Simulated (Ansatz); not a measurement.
AlP:
```
CELL_PARAMETERS angstrom
      4.04801     0.00000     0.00000
     -2.02400     3.50568     0.00000
      0.00000     0.00000     5.41348
ATOMIC_POSITIONS crystal
  Al 0.33333 0.66667 0.25000
  Al 0.66667 0.33333 0.75000
  P  0.33333 0.66667 0.75000
  P  0.66667 0.33333 0.25000
```

Relaxed with PBE+D3(BJ). Special points in fractions of this cell's reciprocal vectors: Γ (0.000, 0.000, 0.000); M (0.500, 0.000, 0.000); K (0.333, 0.333, 0.000); A (0.000, 0.000, 0.500); L (0.500, 0.000, 0.500); H (0.333, 0.333, 0.500).

Task: List the band energies nearest the Fermi level at these points for plane-wave PAW PBE+D3(BJ) (Ansatz code).

Result: In eV from the Fermi level; about four levels below and three above (degenerate sets whole), none deeper than 8.9 eV; points with the same levels are listed once.

```tsv
k	below	above
Γ	-2.88 -2.88 -1.16 -1.16 -0.72	0.72 2.63 2.63
M	-3.98 -2.53 -1.67 -0.18	3.07 4.29 4.73
K	-5.27 -5.27 -3.30 -3.30 -2.81	2.29 3.91 3.91
A	-2.13 -2.13 -2.13 -2.13	1.25 1.25 3.12 3.12 3.12 3.12
L	-3.08 -3.08 -1.19 -1.19	1.78 1.78 2.82 2.82
H	-4.50 -4.50 -0.39 -0.39	2.70 2.70 4.90 4.90
```

Space group P6_3/mmc. A made-up cell: these elements were put on the sites of a structure type; neither database checked (COD, Materials Project) lists it. It is not the phase usual at ambient conditions (space group No. 216). Symmetry was held in the PBE+D3(BJ) relaxation; whether a distortion lowers the energy is not shown.

Potentials: the earlier of the program's two PAW sets.
